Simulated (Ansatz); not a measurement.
GaN:
```cif
data_Ga4N4
_chemical_formula_sum 'N4 Ga4'
_space_group_name_H-M_alt 'F-43m'
_space_group_IT_number 216
_space_group_name_Hall 'F -4 2 3'
_cell_length_a 4.49779
_cell_length_b 4.49779
_cell_length_c 4.49779
_cell_angle_alpha 90.000
_cell_angle_beta 90.000
_cell_angle_gamma 90.000
loop_
_atom_site_label
_atom_site_type_symbol
_atom_site_symmetry_multiplicity
_atom_site_Wyckoff_symbol
_atom_site_fract_x
_atom_site_fract_y
_atom_site_fract_z
_atom_site_occupancy
N1 N 4 c 0.25000 0.25000 0.25000 1
Ga1 Ga 4 a 0.00000 0.00000 0.00000 1
```
(The calculation used a cell of 2 atoms; values per cell refer to that cell.)

Relaxed with r²SCAN. Independent-particle spectrum: no excitons, no local fields, no scissors shift; 0.1 eV broadening; ε₁ of the summed bands alone.

**Question.** Tabulate the dielectric function from r²SCAN (plane waves, PAW; program Ansatz).

**Answer.** 

| E (eV) | ε₁ xx | ε₂ xx |
|---|---|---|
| 0.0 | 5.30 | 0.00 |
| 0.3 | 5.31 | 0.00 |
| 0.6 | 5.34 | 0.00 |
| 0.9 | 5.39 | 0.00 |
| 1.2 | 5.47 | 0.00 |
| 1.5 | 5.59 | 0.00 |
| 1.8 | 5.78 | 0.00 |
| 2.1 | 6.21 | 0.05 |
| 2.4 | 6.37 | 0.71 |
| 2.7 | 6.21 | 0.99 |
| 3.0 | 6.11 | 1.15 |
| 3.3 | 6.06 | 1.27 |
| 3.6 | 6.04 | 1.36 |
| 3.9 | 6.07 | 1.46 |
| 4.2 | 6.13 | 1.55 |
| 4.5 | 6.23 | 1.66 |
| 4.8 | 6.38 | 1.78 |
| 5.1 | 6.59 | 1.94 |
| 5.4 | 6.88 | 2.16 |
| 5.7 | 7.28 | 2.50 |
| 6.0 | 7.85 | 3.13 |
| 6.3 | 7.73 | 4.64 |
| 6.6 | 7.97 | 5.04 |
| 6.9 | 7.44 | 7.17 |
| 7.2 | 5.41 | 7.64 |
| 7.5 | 4.41 | 7.65 |
| 7.8 | 3.35 | 7.79 |
| 8.1 | 1.94 | 7.54 |
| 8.4 | 0.70 | 6.42 |
| 8.7 | 0.25 | 4.45 |
| 9.0 | 1.97 | 2.90 |
| 9.3 | 3.90 | 3.51 |
| 9.6 | 6.27 | 6.34 |
| 9.9 | 1.71 | 7.83 |
| 10.2 | 1.24 | 7.13 |
| 10.5 | -0.23 | 7.32 |
| 10.8 | -1.23 | 5.60 |
| 11.1 | -0.44 | 4.17 |
| 11.4 | 0.49 | 4.39 |
| 11.7 | 0.74 | 4.67 |
| 12.0 | 1.63 | 5.90 |

**Question.** From ε at 4.1 eV (xx: 6.11 + 1.52i), find n, k, the normal reflectivity and the absorption coefficient.

**Answer.** n = 2.49, k = 0.305, R = 19 %, α = 2kE/ħc = 130000 cm⁻¹.

With all bands, ε∞ without local fields is 5.45.

The cell was relaxed with r²SCAN under the symmetry of its start. Scalar-relativistic: spin–orbit coupling is off unless named, which matters more the heavier the elements.

Potentials: the later of the program's two PAW sets.
